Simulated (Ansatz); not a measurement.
# Al₃NiPd₂: zone-centre modes

Computed with Ansatz, DFT PBE, scalar-relativistic, plane waves, PAW. Cutoff 420 eV, 12×12×4 k-points (Γ-centred), Fermi-Dirac smearing of 0.15 eV. No spin polarisation. Phonons by linear response, acoustic sum rule imposed.

Equilibrium structure at this level:
```
Al Ni Pd
1.0
     2.99517    0.00000    0.00000
     0.00000    2.99517    0.00000
     0.00000    0.00000    9.20613
Al Ni Pd
3 1 2
Direct
  0.00000 0.00000 0.84892
  0.00000 0.00000 0.15108
  0.00000 0.00000 0.50000
  0.50000 0.50000 0.00000
  0.50000 0.50000 0.32600
  0.50000 0.50000 0.67400
```

The structure comes from a generated guess, relaxed at this level; another structure or a mixture of phases may lie lower. In a metal, frequencies depend on the k mesh and the smearing, soft modes most.

Optical modes at Γ:
```tsv
frequency (cm⁻¹)	degeneracy
86	2
109	2
116	1
147	1
226	2
234	2
246	1
252	2
299	1
333	1
```

All 15 optical modes at Γ are real: no displacement of atoms at fixed cell lowers the energy to second order. Strains and modes at other wave vectors aren't tested by this run.
